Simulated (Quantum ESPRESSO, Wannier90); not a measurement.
## PtS$_{2}$ (CdI2 type), plane waves to Wannier functions

```yaml
crystal:
  lattice:
    - [3.54874, 0.00000, 0.00000]
    - [-1.77437, 3.07330, 0.00000]
    - [0.00000, 0.00000, 5.59707]
  atoms:
    - { symbol: Pt, position: [0.00000, 0.00000, 0.00000] }
    - { symbol: S, position: [0.66667, 0.33333, 0.77966] }
    - { symbol: S, position: [0.33333, 0.66667, 0.22034] }
```

Cell from Materials Project (mp-762), symmetrised, no further relaxation. COD (Crystallography Open Database) has an entry of this formula and space group (matched by these alone). Method: PBEsol plane waves in Quantum ESPRESSO 7.5 (PseudoDojo norm-conserving files, 68 Ry, spinors with spin-orbit coupling), Bloch states on a 6×6×4 mesh through Γ, Wannier90 4.0.1. Density: 12×12×6 mesh, cold smearing 0.01 Ry. The cell is built of weakly bound layers, chains or molecules, whose nearest atoms lie 3.74 Å apart. Database cells relaxed without dispersion often hold them too far apart, which can enlarge gaps and weakens couplings between them; spacing and stacking were not compared with the measured crystal.

The plane-wave run has 54 bands and 30 electrons a cell. On the energy scale of pw.x, whose zero is arbitrary, the valence-band maximum lies at 8.92 eV.

Isolated groups of bands, relative to the valence-band maximum (bands from 35 on overlap up to the last one computed):

| bands | from (eV) | to (eV) | filling | weight on atomic waves |
|---|---|---|---|---|
| 1–2 | -98.98 | -98.98 | filled | Pt 5s 98 % |
| 3–4 | -64.26 | -64.26 | filled | Pt 5p 100 % |
| 5–8 | -49.27 | -49.19 | filled | Pt 5p 99 % |
| 9–12 | -14.68 | -12.17 | filled | S 3s 80 %, Pt 5d 9 %, Pt 6s 8 % |
| 13–30 | -7.07 | -0.01 | filled | S 3p 48 %, Pt 5d 46 % |
| 31–34 | 1.15 | 2.97 | empty | S 3p 61 %, Pt 5d 32 % |

Input w.win, without the blocks of cell, atoms and k-points (144 lines):

```
num_bands = 42
num_wann = 24
exclude_bands = 1-12
spinors = true
num_iter = 1000
conv_tol = 1.0e-6
conv_window = 4
dis_num_iter = 1000
dis_conv_tol = 1.0e-6
dis_froz_max = 11.45
write_hr = true
write_u_matrices = true
begin projections
f=0.00494,0.00943,0.00728: d
f=-0.32973,0.32784,-0.22772: p
f=0.33039,-0.32540,0.22679: p
end projections
mp_grid = 6 6 4
```

### Question
Check the input against the numbers above: what is wrong, and how is it mended?

### Answer
wannier90.x -pp stops with:
```
w90_readwrite_get_projections: too few projection functions defined
```
The projections block defines fewer trial orbitals than num_wann. Mended as below, all else unchanged, the run goes through (Ω_I = 32.0 Å²) and follows the plane-wave bands to 4.8 meV rms (states up to 2.0 eV relative to the valence-band maximum).
```
num_wann = 22
```
